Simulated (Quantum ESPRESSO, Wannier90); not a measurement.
**Wannierisation of PtS₂ (CdI2 type)**

Structure: Materials Project mp-762, symmetrised, not relaxed again. COD (Crystallography Open Database) has an entry of this formula and space group (matched by these alone). Method: PBEsol plane waves in Quantum ESPRESSO 7.5 (PseudoDojo norm-conserving files, 68 Ry, spinors with spin-orbit coupling), Bloch states on a 6×6×4 mesh through Γ, Wannier90 4.0.1. Density: 12×12×6 mesh, cold smearing 0.01 Ry. The cell is built of weakly bound layers, chains or molecules, whose nearest atoms lie 3.74 Å apart. Database cells relaxed without dispersion often hold them too far apart, which can enlarge gaps and weakens couplings between them; spacing and stacking were not compared with the measured crystal.

On the energy scale of pw.x, whose zero is arbitrary, the valence-band maximum lies at 8.92 eV.

Input w.win:

```
num_bands = 18
num_wann = 18
exclude_bands = 1-12,31-54
spinors = true
num_iter = 1000
conv_tol = 1.0e-6
conv_window = 4
write_hr = true
write_u_matrices = true
auto_projections = true
begin unit_cell_cart
ang
    3.5487400037    0.0000000000    0.0000000000
   -1.7743700019    3.0732989946    0.0000000000
    0.0000000000    0.0000000000    5.5970700000
end unit_cell_cart
begin atoms_frac
Pt   0.0000000000  0.0000000000  0.0000000000
S   -0.3333333333  0.3333333333 -0.2203400000
S    0.3333333333 -0.3333333333  0.2203400000
end atoms_frac
mp_grid = 6 6 4
begin kpoints
0.0000000000 0.0000000000 0.0000000000
0.0000000000 0.0000000000 0.2500000000
0.0000000000 0.0000000000 0.5000000000
... (141 more lines: the 6x6x4 mesh through Gamma)
end kpoints
```

Input of pw2wannier90.x that gives the overlap and projection files (equivalent; here they were cut from one run over all bands):

```
&inputpp
  outdir = './out'
  prefix = 'pwscf'
  seedname = 'w'
  write_amn = .true.
  write_mmn = .true.
  scdm_proj = .true.
  scdm_entanglement = 'isolated'
/
```

Output w.wout (banner and timings cut):

```
                                    ------
                                    SYSTEM
                                    ------

                              Lattice Vectors (Ang)
                    a_1     3.548740   0.000000   0.000000
                    a_2    -1.774370   3.073299   0.000000
                    a_3     0.000000   0.000000   5.597070

                   Unit Cell Volume:      61.04354  (Ang^3)

                        Reciprocal-Space Vectors (Ang^-1)
                    b_1     1.770540   1.022222  -0.000000
                    b_2     0.000000   2.044443   0.000000
                    b_3     0.000000  -0.000000   1.122585

 *----------------------------------------------------------------------------*
 |   Site       Fractional Coordinate          Cartesian Coordinate (Ang)     |
 +----------------------------------------------------------------------------+
 | pt   1   0.00000   0.00000   0.00000   |    0.00000   0.00000   0.00000    |
 | s    1  -0.33333   0.33333  -0.22034   |   -1.77437   1.02443  -1.23326    |
 | s    2   0.33333  -0.33333   0.22034   |    1.77437  -1.02443   1.23326    |
 *----------------------------------------------------------------------------*
                                ------------
                                K-POINT GRID
                                ------------

             Grid size =  6 x  6 x  4      Total points =  144

 *---------------------------------- MAIN ------------------------------------*
 |  Number of Wannier Functions               :                18             |
 |  Number of Objective Wannier Functions     :                18             |
 |  Number of input Bloch states              :                18             |
 |  Output verbosity (1=low, 5=high)          :                 1             |
 |  Timing Level (1=low, 5=high)              :                 1             |
 |  Optimisation (0=memory, 3=speed)          :                 3             |
 |  Length Unit                               :               Ang             |
 |  Post-processing setup (write *.nnkp)      :                 F             |
 |  Using Gamma-only branch of algorithms     :                 F             |
 *----------------------------------------------------------------------------*
 *------------------------------- WANNIERISE ---------------------------------*
 |  Total number of iterations                :              1000             |
 |  Number of CG steps before reset           :                 5             |
 |  Trial step length for line search         :             2.000             |
 |  Convergence tolerence                     :         0.100E-05             |
 |  Convergence window                        :                 4             |
 |  Iterations between writing output         :                 1             |
 |  Iterations between backing up to disk     :               100             |
 |  Write r^2_nm to file                      :                 F             |
 |  Write xyz WF centres to file              :                 F             |
 |  Write on-site energies <0n|H|0n> to file  :                 F             |
 |  Use guiding centre to control phases      :                 F             |
 |  Use phases for initial projections        :                 F             |
 *----------------------------------------------------------------------------*
 *-------------------------------- PLOTTING ----------------------------------*
 |  Plotting Hamiltonian in WF basis          :                 T             |
 *----------------------------------------------------------------------------*

 *---------------------------------- K-MESH ----------------------------------*
 +----------------------------------------------------------------------------+
 |                    Distance to Nearest-Neighbour Shells                    |
 |                    ------------------------------------                    |
 |          Shell             Distance (Ang^-1)          Multiplicity         |
 |          -----             -----------------          ------------         |
 |             1                   0.280646                      2            |
 |             2                   0.340741                      6            |
 |             3                   0.441437                     12            |
 |             4                   0.561292                      2            |
 |             5                   0.590180                      6            |
 |             6                   0.653509                     12            |
 |             7                   0.656623                     12            |
 |             8                   0.681481                      6            |
       ... (lines left out)
 +----------------------------------------------------------------------------+
 | The b-vectors are chosen automatically                                     |
 | The following shells are used:                       1,  2                 |
 +----------------------------------------------------------------------------+
 |                        Shell   # Nearest-Neighbours                        |
 |                        -----   --------------------                        |
 |                          1               2                                 |
 |                          2               6                                 |
 +----------------------------------------------------------------------------+
 | Completeness relation is fully satisfied [Eq. (B1), PRB 56, 12847 (1997)]  |
 +----------------------------------------------------------------------------+
 |                  b_k Vectors (Ang^-1) and Weights (Ang^2)                  |
 |                  ----------------------------------------                  |
 |            No.         b_k(x)      b_k(y)      b_k(z)        w_b           |
 |            ---        --------------------------------     --------        |
 |             1         0.000000    0.000000    0.280646     6.348216        |
 |             2         0.000000    0.000000   -0.280646     6.348216        |
 |             3         0.000000    0.340741    0.000000     2.870986        |
 |             4         0.295090    0.170370    0.000000     2.870986        |
 |             5         0.000000   -0.340741    0.000000     2.870986        |
 |             6         0.295090   -0.170370    0.000000     2.870986        |
 |             7        -0.295090   -0.170370    0.000000     2.870986        |
 |             8        -0.295090    0.170370    0.000000     2.870986        |
 +----------------------------------------------------------------------------+
 |                           b_k Directions (Ang^-1)                          |
 |                           -----------------------                          |
 |            No.           x           y           z                         |
 |            ---        --------------------------------                     |
 |             1         0.000000    0.000000    0.280646                     |
 |             2         0.000000    0.340741    0.000000                     |
 |             3         0.295090    0.170370    0.000000                     |
 |             4         0.295090   -0.170370    0.000000                     |
 +----------------------------------------------------------------------------+

 Starting a new Wannier90 calculation ...

 Reading overlaps from w.mmn

 Reading projections from w.amn

 *------------------------------- WANNIERISE ---------------------------------*
 +--------------------------------------------------------------------+<-- CONV
 | Iter  Delta Spread     RMS Gradient      Spread (Ang^2)            |<-- CONV
 +--------------------------------------------------------------------+<-- CONV

 ------------------------------------------------------------------------------
 Initial State
  WF centre and spread    1  (  0.022013,  0.068878,  0.051047 )     3.63169396
  WF centre and spread    2  ( -0.061711, -0.043982,  0.043631 )     4.88867053
  WF centre and spread    3  (  0.056339,  0.001536, -0.019776 )     4.41180521
  WF centre and spread    4  ( -0.146642,  0.045039, -0.102853 )     3.76878940
  WF centre and spread    5  ( -0.011296,  0.151122,  0.147069 )     3.51443995
  WF centre and spread    6  ( -1.743871,  1.258082, -0.787561 )     8.57252348
  WF centre and spread    7  (  1.712801, -1.036512,  0.947967 )     4.41990124
  WF centre and spread    8  ( -0.285244, -1.769994, -0.557418 )     5.58546392
  WF centre and spread    9  ( -1.486322, -0.550478,  0.562478 )     5.08062686
  WF centre and spread   10  ( -0.153555,  1.298175,  0.575910 )     5.17768324
  WF centre and spread   11  ( -1.566080,  0.586950, -0.546369 )     5.06395519
  WF centre and spread   12  (  0.143074,  0.085243, -0.211594 )     8.12210089
  WF centre and spread   13  ( -0.101077,  0.034325,  0.182014 )     4.89626128
  WF centre and spread   14  ( -0.248436,  0.353712, -0.118314 )     7.11944431
  WF centre and spread   15  (  0.483287, -0.349373,  0.084027 )     7.76053911
  WF centre and spread   16  ( -0.358780, -0.080105,  0.175936 )     8.24088697
  WF centre and spread   17  ( -1.817674,  2.275904, -0.244173 )    19.27064009
  WF centre and spread   18  (  0.230267, -0.211832, -0.230074 )    11.08067112
  Sum of centres and spreads ( -5.332905,  2.116691, -0.048053 )   120.60609677

      0     0.121E+03     0.0000000000      120.6060967585  <-- CONV
        O_D=     11.3944795 O_OD=     75.3474621 O_TOT=    120.6060968 <-- SPRD
 ------------------------------------------------------------------------------
      1    -0.338E+01     6.2237271300      117.2233824218  <-- CONV
        O_D=      8.8853891 O_OD=     74.4738381 O_TOT=    117.2233824 <-- SPRD
      2    -0.934E+01     3.7019087313      107.8847568620  <-- CONV
        O_D=      5.0577793 O_OD=     68.9628224 O_TOT=    107.8847569 <-- SPRD
      3    -0.760E+01     2.8458531958      100.2826707339  <-- CONV
        O_D=      4.4155730 O_OD=     62.0029425 O_TOT=    100.2826707 <-- SPRD
      4    -0.587E+00     4.9194693846       99.6953116446  <-- CONV
        O_D=      4.2168367 O_OD=     61.6143197 O_TOT=     99.6953116 <-- SPRD
      5    -0.287E+01     2.7426162144       96.8282825390  <-- CONV
        O_D=      3.6171854 O_OD=     59.3469419 O_TOT=     96.8282825 <-- SPRD
       ... (lines left out)
    100    -0.387E-02     0.0800673563       37.3641848692  <-- CONV
        O_D=      0.0405320 O_OD=      3.4594977 O_TOT=     37.3641849 <-- SPRD
       ... (lines left out)
    200    -0.475E-05     0.0018052369       37.1709863867  <-- CONV
        O_D=      0.0202702 O_OD=      3.2865610 O_TOT=     37.1709864 <-- SPRD
       ... (lines left out)
    218    -0.617E-06     0.0007189812       37.1709526128  <-- CONV
        O_D=      0.0202666 O_OD=      3.2865308 O_TOT=     37.1709526 <-- SPRD
    219    -0.433E-06     0.0005509694       37.1709521800  <-- CONV
        O_D=      0.0202667 O_OD=      3.2865303 O_TOT=     37.1709522 <-- SPRD
    220    -0.412E-06     0.0008366931       37.1709517676  <-- CONV
        O_D=      0.0202666 O_OD=      3.2865300 O_TOT=     37.1709518 <-- SPRD
             <<<     Delta < 1.000E-06  over  4 iterations     >>>
             <<< Wannierisation convergence criteria satisfied >>>
 Final State
  WF centre and spread    1  ( -0.000002, -0.000001,  0.000000 )     1.17258423
  WF centre and spread    2  ( -0.000002, -0.000001, -0.000001 )     1.23618993
  WF centre and spread    3  (  0.000002,  0.000000,  0.000000 )     1.16145591
  WF centre and spread    4  (  0.000001,  0.000000, -0.000001 )     1.17259114
  WF centre and spread    5  ( -0.000000,  0.000001, -0.000003 )     1.19768401
  WF centre and spread    6  ( -2.174728,  0.793267, -0.948724 )     2.50568363
  WF centre and spread    7  (  1.373738, -0.793153,  0.948068 )     2.50548545
  WF centre and spread    8  ( -0.000208, -1.586063, -0.947638 )     2.50535073
  WF centre and spread    9  ( -1.373707, -0.793086,  0.947944 )     2.50545094
  WF centre and spread   10  ( -0.000047,  1.586231,  0.948009 )     2.50545850
  WF centre and spread   11  ( -1.373708,  0.792845, -0.947668 )     2.50537272
  WF centre and spread   12  ( -0.000012, -1.586222, -0.947987 )     2.50542465
  WF centre and spread   13  ( -0.000001, -0.000002,  0.000003 )     1.16503267
  WF centre and spread   14  ( -1.373730,  0.793106, -0.948027 )     2.50544287
  WF centre and spread   15  (  1.373678, -0.793145,  0.947976 )     2.50542048
  WF centre and spread   16  ( -1.774378, -1.487015,  0.948137 )     2.50547036
  WF centre and spread   17  ( -3.148049,  2.280161,  0.947974 )     2.50540487
  WF centre and spread   18  (  1.373742,  0.793126, -0.948068 )     2.50544871
  Sum of centres and spreads ( -7.097413,  0.000051, -0.000005 )    37.17095179

         Spreads (Ang^2)       Omega I      =    33.864155195
        ================       Omega D      =     0.020266585
                               Omega OD     =     3.286529987
    Final Spread (Ang^2)       Omega Total  =    37.170951768
```
